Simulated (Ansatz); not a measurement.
# Structure relaxation, GeRh$_{3}$

The relaxed structure here is a generated cell of GeRh3: the first start was made by placing the elements on the sites of a structure type, and the end was not matched to a known phase here, so it may be hypothetical.

The start is a generated cell, GeRh3 placed in the AFLOW prototype A3B_oP8_59_bf_a (D0_a, as in TiCu3). The structure is fully relaxed (lattice and positions, P = 0) with r2SCAN (plane waves to 500 eV, PAW, scalar-relativistic; Ansatz, a program for electronic structure). First-step values are on the input's coarse k-mesh.

Ansatz input (later rounds restart from its end on a renewed k-mesh):
Ansatz 0.2 input:
```yaml
crystal:
  lattice:
    - [4.5993491, 0, 0]
    - [0, 5.461661, 0]
    - [0, 0, 4.7940306]
  atoms:
    - { symbol: Ge, position: [0, 0, 0.32875] }
    - { symbol: Ge, position: [0.5, 0.5, 0.67125] }
    - { symbol: Rh, position: [0.5, 0, 0.671] }
    - { symbol: Rh, position: [0, 0.5, 0.329] }
    - { symbol: Rh, position: [0, 0.255, 0.826] }
    - { symbol: Rh, position: [0.5, 0.755, 0.174] }
    - { symbol: Rh, position: [0.5, 0.245, 0.174] }
    - { symbol: Rh, position: [0, 0.745, 0.826] }
basis: { ecutwfc: 500, ecutrho_ratio: 4, xc_grid: 4, fft_grid_basis: typed }
kpoints: { mp_grid: { grid: [5, 4, 5] } }
hamiltonian:
  xc: r2scan
  dispersion: none
  pseudopotentials: { kind: paw }
scf: { occupations: { method: fermi_dirac, width: 0.05 } }
relax: { f_tol: 0.01, max_steps: 100, cell: { stress_tol: 0.02 } }
output: { forces: true, stress: true }
```

* **Initial pressure**: -16 GPa (negative: the cell is under tension)
* **Largest initial force**: about 0.7 eV/Å, on Rh5, Rh6, Rh7, Rh8 (atoms numbered as listed)
* **Outcome**: The space group stays Pmmn (No. 59) (the run could not lower it); the end is AFLOW prototype A3B_oP8_59_bf_a (D0_a, as in TiCu3), with 8 atoms in the primitive cell
* **Volume change**: -8.1 %, from 15.05 to 13.83 Å³/atom
* **Band gap at the end**: zero (metallic)
* **Optimiser moves**: 9

It ends as:

Space group Pmmn, origin choice 1 (No. 59); a = 4.417 Å, b = 5.462 Å, c = 4.586 Å, α = β = γ = 90.00°

```tsv
atom	site	symmetry	x	y	z
Ge	2a	mm2	0.0000	0.0000	0.3151
Rh	2b	mm2	0.0000	0.5000	0.3172
Rh	4e	m..	0.5000	0.2534	0.1830
```

Final values are on a 11×9×10 k-mesh of the relaxed cell. No spin polarisation in the result.

The run could not lower the symmetry of its start; a shaken copy of this end point relaxes with r2SCAN to Cmcm (No. 63), 0.04 eV/atom lower.
